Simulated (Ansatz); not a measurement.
An Ansatz (a program for electronic structure) run. Input:

Ansatz 0.2 input:
```yaml
crystal:
  lattice:
    - [4.0629169385, 0.0, 0.0]
    - [0.0, 4.0629169385, 0.0]
    - [0.0, 0.0, 4.0629169385]
  atoms:
    - { symbol: La, position: [0.0, 0.0, 0.0] }
    - { symbol: Nb, position: [0.5, 0.5, 0.5] }
    - { symbol: N, position: [0.5, 0.5, 0.0] }
    - { symbol: N, position: [0.5, 0.0, 0.5] }
    - { symbol: N, position: [0.0, 0.5, 0.5] }
kpoints:
  mp_grid: { grid: [10, 10, 10] }
hamiltonian:
  xc: pbesol
  pseudopotentials: { kind: paw }
scf:
  occupations: { method: fermi_dirac, width: 0.1 }
phonons:
  method: dfpt
  response_accuracy: low
  eigenvectors: true
  rigid_motions: translations
```

Output (shortened):

```
Pseudopotential: La, paw, valence charge 11
Pseudopotential: Nb, paw, valence charge 13
Pseudopotential: N, paw, valence charge 5
Functional definition: PBEsol
Crystal: 5 atoms, lattice volume = 67.068 Å³
Basis set: ecut = 420 eV, 1357 PW (Γ), exchange–correlation on 60×60×60 points (8 copies of the dense FFT grid, shifted against one another)
Bands: 25, of which v1, the nominal top of the filled ones, is band 20 counted from 1 (19 counted from 0)
Symmetry: 48 space group operations
k-points: 216 of 1000 (irreducible under 8 space group operations)
SCF iter   1: F=—  HF=-11797.357746 eV  |F-HF|=—  |Δ(HF+E_count)|=         —  Δρ=1.40e-2  dr2=1.28e-1  ethr=1.77e-3  ⟨swp⟩=4.2  Hψ=21232  notcnv=0
preconditioner: auto → Kerker (q_TF=auto, 2.493 Å⁻¹)
SCF iter   2: F=—  HF=-11797.332526 eV  |F-HF|=—  |Δ(HF+E_count)|=   2.52e-2  Δρ=3.57e-3  dr2=6.97e-3  ethr=3.29e-4  ⟨swp⟩=2.0  Hψ=9944  notcnv=0  defer=35
SCF iter   3: F=—  HF=-11797.331134 eV  |F-HF|=—  |Δ(HF+E_count)|=   1.39e-3  Δρ=1.01e-3  dr2=3.53e-4  ethr=1.79e-5  ⟨swp⟩=2.0  Hψ=8369  notcnv=0  defer=35
SCF iter   4: F=—  HF=-11797.331132 eV  |F-HF|=—  |Δ(HF+E_count)|=   2.24e-6  Δρ=1.33e-4  dr2=7.17e-6  ethr=9.06e-7  ⟨swp⟩=2.4  Hψ=9022  notcnv=0  defer=35
SCF iter   5: F=—  HF=-11797.331134 eV  |F-HF|=—  |Δ(HF+E_count)|=   2.32e-6  Δρ=2.41e-5  dr2=3.44e-7  ethr=1.84e-8  ⟨swp⟩=2.2  Hψ=8451  notcnv=0  defer=35
SCF iter   6: F=—  HF=-11797.331134 eV  |F-HF|=—  |Δ(HF+E_count)|=   3.12e-7  Δρ=4.64e-6  dr2=1.12e-8  ethr=8.82e-10  ⟨swp⟩=2.0  Hψ=9235  notcnv=0  defer=35
SCF iter   7: F=—  HF=-11797.331134 eV  |F-HF|=—  |Δ(HF+E_count)|=   6.04e-9  Δρ=9.45e-7  dr2=6.78e-10  ethr=2.88e-11  ⟨swp⟩=2.1  Hψ=8239  notcnv=0  defer=35
SCF iter   8: F=—  HF=-11797.331134 eV  |F-HF|=—  |Δ(HF+E_count)|=  3.02e-10  Δρ=2.67e-7  dr2=5.39e-11  ethr=1.74e-12  ⟨swp⟩=2.3  Hψ=8488  notcnv=0  defer=35
SCF iter   9: F=-11797.331134 eV  HF=-11797.331134 eV  |F-HF|=0.00e0  |Δ(HF+E_count)|=  1.64e-11  Δρ=5.56e-8  dr2=1.73e-12  ethr=1.00e-12  ⟨swp⟩=6.1  Hψ=24348  notcnv=0
the search or the solves at the SCF's close seem to have found levels that the self-consistency loop had missed (the run counts 6) …
SCF 1 converged in 9 iterations: F = -11797.331134 eV  dr2 = 1.73e-12
DFPT response loops at Γ: preconditioner auto → Kerker (q_TF=auto, 2.493 Å⁻¹) (partly filled bands, converged f_vac=0.000) …
SCF converged after 9 iterations
Free energy (F): -11797.331134 eV
Harris-Foulkes:  -11797.331134 eV  (|F-HF|=0.00e0)
Internal energy: -11797.237291 eV  (E = F + TS)
E sigma→0 (E₀):  -11797.284213 eV
Entropy (-TS):   -0.093842 eV (-18.768 meV/atom)
Fermi energy:    12.866862 eV
--- Per-component energies (eV) ---
  E_band       = -62.530594
  E_kinetic    = 973.970604
  E_local      = -1662.892306  (includes V_loc(G=0)·N_el)
  E_nonlocal   = 353.031524
  E_hartree    = 545.554978
  E_xc         = -491.699508
  E_vxc        = -588.087612  (∫ρ·V_xc dr)
  E_paw        = -8712.226939  (= ΣΔE_a)
  E_vpaw       = -229.663042  (= ΣTr[D̂ρ^β])
  E_aug_tail   = 0.000270  (compensation charges beyond the density's cutoff)
  E_ewald      = -2803.418430
  E_core_change = 0.442515  (= ΣΔE_core)
  E_smearing   = -0.093842  (= −TS)
  E_closure    = 0.000000  (closes the sum)
  Σ components = -11797.331134   (vs F -11797.331134, Δ=0.00e0)
  [band-id]    e_kinetic+e_local+e_nonlocal+2·e_hartree+e_vxc+e_vpaw+e_augmentation_tail = -62.530606   (vs E_band -62.530594, Δ=-1.15e-5)
--- Band table (eV; the first three rows and the last of 216) ---
  k-point 0: bands = ["-41.4173", "-18.6669", "-17.6718", "-17.6718", "-17.6718", "-2.2545", "-2.2545", "-2.2545", "-1.1448", "-0.1153", "-0.1153", "10.7973", "10.7973", "10.7973", "11.7624", "11.7624", "11.7624", "13.4223", "13.4223", "13.4223", "13.4394", …
  k-point 1: bands = ["-41.4172", "-18.6666", "-17.6759", "-17.6713", "-17.6713", "-2.4552", "-2.2497", "-2.2497", "-0.9324", "-0.1069", "-0.0084", "10.6039", "10.7351", "10.7351", "11.4602", "11.4602", "11.5722", "12.9502", "13.2344", "13.2344", "13.4646", …
  k-point 2: bands = ["-41.4169", "-18.6663", "-17.6863", "-17.6698", "-17.6698", "-2.8221", "-2.2371", "-2.2371", "-0.5027", "-0.0849", "0.2561", "10.0520", "10.5709", "10.5709", "10.9449", "10.9449", "11.1597", "12.0447", "13.1444", "13.1444", "13.5325", …
  k-point 215: bands = ["-41.4135", "-18.5751", "-17.7387", "-17.7387", "-17.7387", "-2.6432", "-2.6432", "-2.6432", "0.8795", "0.8795", "0.8795", "8.2215", "8.2215", "8.4688", "8.9212", "8.9212", "8.9212", "13.3827", "13.3827", "13.3827", "15.9864", …
--- Phonons (Γ-DFPT): 4 representative perturbations + reference, on 216 of 1000 k-points (Σ response iterations 12) ---
  ASR residual: 6.147e-5 → 0.000e0 eV/Å²; symmetrization residual: 1.883e-5 eV/Å²
  ASR residual per site (eV/Å²): 2.10e-6 3.94e-5 6.15e-5 6.15e-5 6.15e-5
  Γ frequencies (cm⁻¹): -238.69 -238.69 -238.69 -134.97 -134.97 -134.97 0.00 0.00 0.00 108.13 108.13 108.13 623.70 623.70 623.70
  non-analytic LO–TO correction: not included (Born effective charges unavailable; polar crystals: no LO–TO splitting at Γ)
```

Cost: roughly 70 core-seconds on shared cores.

Space group Pm-3m (cubic perovskite). The start of the workflow was typed in or built on a structure type; neither database checked (COD, Materials Project) lists it. Whether it is the stable phase at ambient conditions was not checked. The cell was relaxed with PBEsol under the symmetry of its start. At this level the phase is dynamically unstable (imaginary phonons). No spin polarisation was allowed. With an odd number of electrons in the cell and no spin polarisation, the count alone makes it a metal. As this level gives no gap, phonon frequencies hold no LO–TO term and depend on the k-mesh and smearing (Fermi–Dirac, 0.1 eV here). Scalar-relativistic: spin–orbit coupling is off unless named, which matters more the heavier the elements.

Potentials: the later of the program's two PAW sets.

Ansatz is a plane-wave DFT program.
